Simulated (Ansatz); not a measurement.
Ir:
```cif
data_Ir8
_chemical_formula_sum 'Ir8'
_space_group_name_H-M_alt 'Fd-3m :1'
_space_group_IT_number 227
_space_group_name_Hall 'F 4d 2 3 -1d'
_cell_length_a 5.50630
_cell_length_b 5.50630
_cell_length_c 5.50630
_cell_angle_alpha 90.000
_cell_angle_beta 90.000
_cell_angle_gamma 90.000
loop_
_atom_site_label
_atom_site_type_symbol
_atom_site_symmetry_multiplicity
_atom_site_Wyckoff_symbol
_atom_site_fract_x
_atom_site_fract_y
_atom_site_fract_z
_atom_site_occupancy
Ir1 Ir 8 b 0.50000 0.50000 0.50000 1
```
(The calculation used a cell of 2 atoms; values per cell refer to that cell.)

Relaxed with PBEsol.

Q: Decompose the optical modes at the zone centre into irreducible representations, and say which are infrared and Raman allowed.

A: Point group m-3m: Γ_opt = T2g. Infrared: none. Raman: T2g.

Q: Assign frequencies (DFPT, PBEsol (plane waves, PAW; program Ansatz)).

A: T2g 216 cm⁻¹.

The start of the workflow was typed in or built on a structure type; neither database checked (COD, Materials Project) lists it. It is not the phase usual at ambient conditions (space group No. 225). The cell was relaxed with PBEsol under the symmetry of its start; of distortions, only those at the zone centre were tested. No spin polarisation was allowed. As this level gives no gap, phonon frequencies hold no LO–TO term and depend on the k-mesh and smearing (Fermi–Dirac, 0.1 eV here). Scalar-relativistic: spin–orbit coupling is off unless named, which matters more the heavier the elements.

Potentials: the later of the program's two PAW sets.
